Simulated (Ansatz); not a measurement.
NbN:
Space group P6₃/mmc (No. 194); a = b = 2.906 Å, c = 5.814 Å, α = β = 90.00°, γ = 120.00°

```json
[
 {"atom": "Nb", "site": "2a", "symmetry": "-3m.", "x": "0.0000", "y": "0.0000", "z": "0.0000"},
 {"atom": "N", "site": "2d", "symmetry": "-6m2", "x": "0.6667", "y": "0.3333", "z": "0.2500"}
]
```

Relaxed at zero pressure with DFT-PBEsol in the program Ansatz with PAW potentials.

The volume is raised by 3 % and shape and atoms relax at that volume. What pressure results, and how do the axes share the change?

-9.1 GPa; a 1.1 %, b 1.1 %, c 0.8 %; the energy rises by 9 meV/atom.

Give the new structure.


Space group P6₃/mmc (No. 194); a = b = 2.938 Å, c = 5.858 Å, α = β = 90.00°, γ = 120.00°

```csv
atom,site,symmetry,x,y,z
Nb,2a,-3m.,0.0000,0.0000,0.0000
N,2d,-6m2,0.6667,0.3333,0.2500
```

The phase is kept; no other phase was compared at this pressure.

Space group P6_3/mmc (NiAs type). The workflow started from a Materials Project entry (that database holds measured and hypothetical structures alike); the Crystallography Open Database files this formula in space group No. 194, but the cells were not matched. It is not the phase usual at ambient conditions (space group No. 225). The cell was relaxed with PBEsol under the symmetry of its start; its stability against distortions is not shown here. The run is not spin-polarised.

Potentials: the later of the program's two PAW sets.
